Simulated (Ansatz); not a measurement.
Density of states of AgB2

```
Ag B
1.0
     3.00000    0.00000    0.00000
    -1.50000    2.59808    0.00000
     0.00000    0.00000    3.24000
Ag B
1 2
Cartesian
  0.0000 0.0000 0.0000
  0.0000 1.7321 1.6200
  1.5000 0.8660 1.6200
```

The cell comes from COD entry 1509214, which wasn't checked; take it as a given geometry.

Computed with Ansatz 0.2.0, DFT, PBEsol, all-electron LAPW, scalar-relativistic.

Numerical set-up: a Γ-centred 16×16×13 k mesh, Fermi–Dirac smearing of 0.05 eV, basis error target 1 meV/atom, no spin polarisation.

States per eV and cell, averaged over 0.4 eV, from -13.0 to 5.2 eV, with energies (bin centres) from the Fermi level; empty bins are left out. The partial columns, the largest 4 alone, are projections on Löwdin-orthogonalised atomic shells (those that the program's projection atoms carry: the occupied ones and, for some elements, an empty d or f shell; other empty shells have no column), summed over atoms of an element. Weights on diffuse s and p shells depend on that basis and aren't pure angular character.

```tsv
E (eV)	total	Ag 4d	B 2p	B 2s	Ag 5s
-12.9	0.32	0.01	0.08	0.16	0.06
-12.5	0.41	0.02	0.11	0.22	0.06
-12.1	0.56	0.04	0.15	0.30	0.05
-11.7	0.61	0.08	0.19	0.29	0.04
-11.3	0.68	0.13	0.22	0.29	0.03
-10.9	0.87	0.24	0.28	0.32	0.02
-10.5	0.64	0.18	0.22	0.21	0.02
-10.1	0.28	0.08	0.10	0.09	0.01
-9.7	0.36	0.08	0.15	0.11	0.01
-9.3	0.79	0.25	0.33	0.18	0.02
-8.9	0.89	0.33	0.37	0.16	0.02
-8.5	1.00	0.42	0.41	0.13	0.03
-8.1	1.24	0.60	0.48	0.09	0.05
-7.7	1.15	0.68	0.38	0.06	0.03
-7.3	2.70	1.89	0.70	0.06	0.04
-6.9	4.70	3.45	1.12	0.07	0.04
-6.5	3.49	2.58	0.85	0.03	0.01
-6.1	2.45	1.94	0.47	0.02	0.01
-5.7	1.63	1.40	0.21	0.01	0.00
-5.3	1.51	1.39	0.11	0.01	0.00
-4.9	1.04	0.93	0.09	0.01	0.00
-4.5	2.16	1.91	0.19	0.04	0.01
-4.1	1.24	0.89	0.28	0.05	0.01
-3.7	1.37	0.82	0.46	0.06	0.02
-3.3	1.57	0.85	0.61	0.07	0.02
-2.9	0.93	0.38	0.48	0.06	0.01
-2.5	0.73	0.25	0.42	0.05	0.00
-2.1	0.65	0.21	0.38	0.05	0.00
-1.7	0.69	0.23	0.39	0.06	0.00
-1.3	1.58	0.60	0.67	0.28	0.01
-0.9	1.05	0.31	0.58	0.14	0.01
-0.5	1.49	0.41	0.88	0.15	0.04
-0.1	1.56	0.34	1.10	0.08	0.02
0.3	0.62	0.14	0.42	0.03	0.02
0.7	0.36	0.08	0.23	0.02	0.02
1.1	0.45	0.09	0.26	0.02	0.07
1.5	0.43	0.08	0.26	0.01	0.06
1.9	0.43	0.07	0.28	0.01	0.05
2.3	0.43	0.06	0.29	0.01	0.04
2.7	0.42	0.05	0.30	0.01	0.03
3.1	0.39	0.04	0.28	0.01	0.03
3.5	0.40	0.04	0.28	0.01	0.04
3.9	0.44	0.04	0.30	0.01	0.05
4.3	0.48	0.04	0.35	0.01	0.05
4.7	0.45	0.03	0.32	0.01	0.05
5.1	0.42	0.02	0.29	0.01	0.06
```

Question: Where is the centre of the filled Ag 4d states between -14 eV and the top of the filled states?

Answer: -5.73 eV from the Fermi level.
